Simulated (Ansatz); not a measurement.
One crystal and one scan (energy against volume) at two levels, PBE (plane waves to 420 eV, PAW, scalar-relativistic; Ansatz, a quantum-chemistry and plane-wave program) and r2SCAN (plane waves to 500 eV, PAW, scalar-relativistic; Ansatz), each from its own relaxed cell and on its own mesh. The cell shown is that of PBE.

ZnCu₂SnSe₄ (kesterite type, space group I-4)

```yaml
crystal:
  lattice:
    - [-2.88187, 2.88187, 5.76308]
    - [2.88187, -2.88187, 5.76308]
    - [2.88187, 2.88187, -5.76308]
  atoms:
    - { symbol: Cu, position: [0.00000, 0.00000, 0.00000] }
    - { symbol: Cu, position: [0.75000, 0.25000, 0.50000] }
    - { symbol: Zn, position: [0.25000, 0.75000, 0.50000] }
    - { symbol: Sn, position: [0.50000, 0.50000, 0.00000] }
    - { symbol: Se, position: [0.63877, 0.62946, 0.52869] }
    - { symbol: Se, position: [0.10077, 0.11008, 0.47131] }
    - { symbol: Se, position: [0.37054, 0.89923, 0.00931] }
    - { symbol: Se, position: [0.88992, 0.36123, 0.99069] }
```

Equation-of-state scan: isotropic scaling of the cell above, V₀ being its volume. The atoms relax within the cell's symmetry.

E stands for the smeared free energy. The PAW data are Ansatz's earlier set. ZnCu2SnSe4 is run without spin polarisation. ZnCu2SnSe4 was relaxed with its symmetry unable to fall. With the shape held, the modulus is that of even scaling; a crystal free to change shape is softer. Both scans cover V/V₀ from 0.840 to 1.160.

ΔE (meV/atom), each from the relaxed starting cell of its own level:

| V/V₀ | PBE | r2SCAN |
|---|---|---|
| 0.840 | 150 | 165 |
| 0.880 | 77 | withheld |
| 0.920 | 31 | 35 |
| 0.960 | 7 | 8 |
| 1.000 | 0 | 0 |
| 1.040 | 6 | 7 |
| 1.080 | 23 | 26 |
| 1.120 | 48 | 54 |
| 1.160 | 80 | 89 |

Task: Estimate the r2SCAN value at 0.880 from the PBE value there and the ratio of the two levels in the two nearest given rows on that side of the minimum.

Result: At 0.840 and 0.920 the ratio r2SCAN/PBE averages 1.115, which gives 1.115 × 77 = 86 meV/atom. The calculation gives 85 meV/atom, +10.4 % against PBE.

(Under strain, the slope of the energy per volume gives the stress and its curvature an elastic modulus.)
